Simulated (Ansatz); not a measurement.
Data sheet: LuBi (DFT)

LuBi (rock salt, Fm-3m), a = 6.2010 Å, b = 6.2010 Å, c = 6.2010 Å, α = 90.00°, β = 90.00°, γ = 90.00°; the cell used has 2 atoms.

Space group Fm-3m (No. 225), rock salt; conventional cell a = 6.201 Å, b = 6.201 Å, c = 6.201 Å, α = 90.00°, β = 90.00°, γ = 90.00°.

Method: r²SCAN (plane waves, PAW; program Ansatz). The cell and atoms are relaxed at this level. Other levels are named where they apply.

Cell and energy:

* **Volume per atom**: 29.80 Å³
* **Density**: 10.70 g/cm³
* **Formation energy from the elements (no fitted shifts)**: -0.92 eV/atom

Electronic structure:

- Electronic character = metallic (no gap)
- Density of states at the Fermi level = 0.10 states/eV per atom (mean over ±0.08 eV)

The workflow started from a Materials Project entry (that database holds measured and hypothetical structures alike); the Crystallography Open Database copy checked does not list it. With Lu and Bi taken as one species the cell has the higher symmetry Pm-3m, so it may be an ordered model of a mixed-site phase. Its standing as an ambient phase is unchecked. Symmetry was held in the r²SCAN relaxation; whether a distortion lowers the energy is not shown. The references are the lowest solids computed at this level, not always the standard phases. Spin–orbit coupling is left out wherever it is not named.

Potentials: the later of the program's two PAW sets.
